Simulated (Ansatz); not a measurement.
Method: Ansatz 0.2.0, DFT PBE, scalar-relativistic, plane waves, PAW. All cells share a 420 eV cutoff and Γ-centred k meshes spaced at most about 0.3 Å⁻¹ (about 0.25 or finer for metals, 2π included). No spin polarisation in the final relaxations.

All energies are static (0 K, no zero-point motion). All come from trial cells, and lower structures may exist.

Question: Order these relaxed structures of Be5Ir by energy, lowest first, with the energy over the lowest of them.
A.

```xyz
6
Lattice="4.1988 0.0000 0.0000 -2.0994 3.6363 0.0000 0.0000 0.0000 3.4604" Properties=species:S:1:pos:R:3 pbc="T T T"
Be    0.0000    2.4242    0.0000
Be    2.0994    1.2121    0.0000
Be    2.0994    0.0000    1.7302
Be    1.0497    1.8181    1.7302
Be   -1.0497    1.8181    1.7302
Ir    0.0000    0.0000    0.0000
```

B.

```xyz
6
Lattice="4.1962 0.0000 0.0000 -2.0981 3.6340 0.0000 0.0000 0.0000 3.5440" Properties=species:S:1:pos:R:3 pbc="T T T"
Be    2.0981    1.2113    1.7720
Be    0.0000    2.4227    1.7720
Be   -1.2724    2.2039    0.0000
Be    2.5449    0.0000    0.0000
Be    0.8256    1.4301    0.0000
Ir    0.0000    0.0000    1.7720
```

Answer: B (0 meV/atom), A (25 meV/atom). Forms: B Be and Ir ordered on hcp sites, P-62m; A CaCu5 type, P6/mmm. Counting all near atoms (those within 1.25 times the shortest distance at each site; a plus sign parts nearer from farther groups; a slash parts the counts of unlike sites): B has Be 10/6+6, Ir 12; A has Be 8/6+6, Ir 6+12.

Spin–orbit coupling, which can matter for Ir, is left out. Cells relaxed within their symmetry can be saddle points. The P-62m cell of Be5Ir came from shaking the P6/mmm one. Some candidate types were left out of the draw beforehand, so a known form may be missing.
